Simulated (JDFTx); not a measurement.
An input for a modified build of JDFTx (V(110), CANDLE, water, 1 M KF; bohr, hartree) and the course of its log:

```
lattice \
  5.6359191941 2.8179595970 0.0000000000 \
  0.0000000000 3.9851966724 0.0000000000 \
  0.0000000000 0.0000000000 50.0777423026
coords-type Lattice
ion V 0.5000000000 0.0000000000 -0.1989504970 0
ion V 0.0000000000 0.0000000000 -0.1193702980 0
ion V 0.5000000000 0.0000000000 -0.0397900990 0
ion V 0.0000000000 0.0000000000 0.0397900990 0
ion V 0.5000000000 0.0000000000 0.1193702980 0
ion V 0.0000000000 0.0000000000 0.1989504970 0
ion-species pseudo/v_pbe_v1.4.upf
elec-cutoff 20 100
elec-ex-corr gga-PBE
coulomb-interaction Slab 001
coulomb-truncation-embed 0 0 0
kpoint-folding 10 10 1
elec-smearing Fermi 0.01
elec-n-bands 52
electronic-scf nIterations 100 energyDiffThreshold 1e-08
fluid LinearPCM
pcm-variant CANDLE
fluid-solvent H2O
fluid-cation K+ 1
fluid-anion F- 1
fluid-minimize nIterations 400 knormThreshold 1e-11
wavefunction read vac.wfns
elec-initial-eigenvals vac.eigenvals
dump-name f0.$VAR
dump End State Ecomponents EigStats BandEigs Forces ElecDensity IonicPositions Fillings Kpoints Dtot FluidDebug BoundCharge FluidDensity
```

```
[one cycle in 5 is shown, and the last three; fluid-solver lines are left out]
	FillingsUpdate:  mu: -0.162063114  nElectrons: 78.000000
SCF: Cycle:  0   F: -430.326688804104265   dF: +9.129e-05   |Residual|: 1.262e-03   |deigs|: 8.099e-06
	FillingsUpdate:  mu: -0.160268394  nElectrons: 78.000000
SCF: Cycle:  5   F: -430.326791082824911   dF: -9.585e-06   |Residual|: 2.061e-04   |deigs|: 4.749e-04
	FillingsUpdate:  mu: -0.159366611  nElectrons: 78.000000
SCF: Cycle: 10   F: -430.326792358165164   dF: -6.089e-07   |Residual|: 7.908e-05   |deigs|: 3.588e-05
	FillingsUpdate:  mu: -0.159379743  nElectrons: 78.000000
SCF: Cycle: 15   F: -430.326792234827792   dF: +2.485e-07   |Residual|: 1.047e-04   |deigs|: 1.632e-05
	FillingsUpdate:  mu: -0.159395223  nElectrons: 78.000000
SCF: Cycle: 20   F: -430.326792450365645   dF: +1.663e-07   |Residual|: 6.644e-05   |deigs|: 2.050e-05
	FillingsUpdate:  mu: -0.159358700  nElectrons: 78.000000
SCF: Cycle: 25   F: -430.326792090856316   dF: +5.048e-07   |Residual|: 1.418e-04   |deigs|: 5.302e-06
	FillingsUpdate:  mu: -0.159361737  nElectrons: 78.000000
SCF: Cycle: 30   F: -430.326792617760589   dF: -2.175e-07   |Residual|: 3.584e-05   |deigs|: 2.602e-05
	FillingsUpdate:  mu: -0.159391415  nElectrons: 78.000000
SCF: Cycle: 35   F: -430.326792204893309   dF: +4.072e-07   |Residual|: 1.102e-04   |deigs|: 3.337e-05
	FillingsUpdate:  mu: -0.159361332  nElectrons: 78.000000
SCF: Cycle: 40   F: -430.326792608310427   dF: -1.623e-07   |Residual|: 3.824e-05   |deigs|: 2.603e-05
	FillingsUpdate:  mu: -0.159363132  nElectrons: 78.000000
SCF: Cycle: 45   F: -430.326792644101715   dF: +1.112e-08   |Residual|: 3.029e-05   |deigs|: 3.853e-06
	FillingsUpdate:  mu: -0.159394033  nElectrons: 78.000000
SCF: Cycle: 50   F: -430.326792106815788   dF: +4.927e-07   |Residual|: 1.191e-04   |deigs|: 3.549e-05
	FillingsUpdate:  mu: -0.159358589  nElectrons: 78.000000
SCF: Cycle: 55   F: -430.326792605650837   dF: -3.262e-07   |Residual|: 4.804e-05   |deigs|: 3.043e-05
	FillingsUpdate:  mu: -0.159362164  nElectrons: 78.000000
SCF: Cycle: 60   F: -430.326792651267226   dF: -1.160e-07   |Residual|: 3.824e-05   |deigs|: 2.111e-06
	FillingsUpdate:  mu: -0.159391622  nElectrons: 78.000000
SCF: Cycle: 65   F: -430.326792235298683   dF: +3.837e-07   |Residual|: 1.045e-04   |deigs|: 3.595e-05
	FillingsUpdate:  mu: -0.159359789  nElectrons: 78.000000
SCF: Cycle: 70   F: -430.326792645717831   dF: -2.277e-07   |Residual|: 3.243e-05   |deigs|: 2.422e-05
	FillingsUpdate:  mu: -0.159396738  nElectrons: 78.000000
SCF: Cycle: 75   F: -430.326792368218037   dF: +2.447e-07   |Residual|: 8.407e-05   |deigs|: 3.865e-05
	FillingsUpdate:  mu: -0.159362304  nElectrons: 78.000000
SCF: Cycle: 80   F: -430.326792641963038   dF: -5.773e-07   |Residual|: 3.900e-05   |deigs|: 4.313e-05
	FillingsUpdate:  mu: -0.159390916  nElectrons: 78.000000
SCF: Cycle: 85   F: -430.326792270468502   dF: +3.706e-07   |Residual|: 1.026e-04   |deigs|: 3.170e-05
	FillingsUpdate:  mu: -0.159359888  nElectrons: 78.000000
SCF: Cycle: 90   F: -430.326792645874832   dF: -9.528e-08   |Residual|: 3.515e-05   |deigs|: 1.810e-05
	FillingsUpdate:  mu: -0.159396524  nElectrons: 78.000000
SCF: Cycle: 95   F: -430.326790220620751   dF: +2.442e-06   |Residual|: 2.573e-04   |deigs|: 3.751e-05
	FillingsUpdate:  mu: -0.159358555  nElectrons: 78.000000
SCF: Cycle: 97   F: -430.326792672876309   dF: -4.487e-09   |Residual|: 1.165e-05   |deigs|: 4.223e-06
	FillingsUpdate:  mu: -0.159345062  nElectrons: 78.000000
SCF: Cycle: 98   F: -430.326791779913776   dF: +8.930e-07   |Residual|: 1.552e-04   |deigs|: 1.517e-05
	FillingsUpdate:  mu: -0.159362947  nElectrons: 78.000000
SCF: Cycle: 99   F: -430.326792672074475   dF: -8.922e-07   |Residual|: 1.563e-05   |deigs|: 1.929e-05
SCF: None of the convergence criteria satisfied after 100 iterations.
IonicMinimize: Iter:   0  F: -430.326792672074475  |grad|_K:  0.000e+00
IonicMinimize: Converged (|grad|_K<1.000000e-04).
```

This run gave no converged result. The loop ran out of cycles short of its threshold. It has stalled and not diverged: the last ten energies span 2e-06 Ha, so the total is near its end, but levels, forces and charges aren't shown converged.
